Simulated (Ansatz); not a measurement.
HfO$_{2}$:
```xyz
3
Lattice="0.0000 2.5219 2.5219 2.5219 0.0000 2.5219 2.5219 2.5219 0.0000" Properties=species:S:1:pos:R:3 pbc="T T T"
Hf     0.0000     0.0000     0.0000
O      1.2610     1.2610     1.2610
O      3.7829     3.7829     3.7829
```

Relaxed with PBEsol. Special points in fractions of this cell's reciprocal vectors: Γ (0.000, 0.000, 0.000); X (0.500, 0.000, 0.500); U (0.625, 0.250, 0.625); K (0.375, 0.375, 0.750); L (0.500, 0.500, 0.500); W (0.500, 0.250, 0.750).

**Question.** List the band energies nearest the valence-band maximum at these points for the program Ansatz at the PBEsol with spin–orbit coupling level (PAW).

**Answer.** In eV from the valence-band maximum; about four levels below and three above (degenerate sets whole), none deeper than 8.9 eV; points with the same levels are listed once.

```tsv
k	below	above
Γ	-0.59 -0.59 -0.59 -0.59	3.81 3.81 3.81 3.81
X	-1.60 -1.60 0.00 0.00	3.69 3.69 5.45 5.45
U	-1.39 -1.39 -0.35 -0.35	4.24 4.24 5.40 5.40
L	-1.98 -1.98 -1.75 -1.75	4.44 4.44 4.68 4.68
W	-1.49 -1.49 -0.21 -0.21	4.76 4.76 5.11 5.11
```

Space group Fm-3m (fluorite). This is a known high-temperature phase of the composition, computed here at zero pressure and temperature. The cell was relaxed with PBEsol under the symmetry of its start; its stability against distortions is not shown here. No spin polarisation was allowed.

Potentials: the later of the program's two PAW sets.
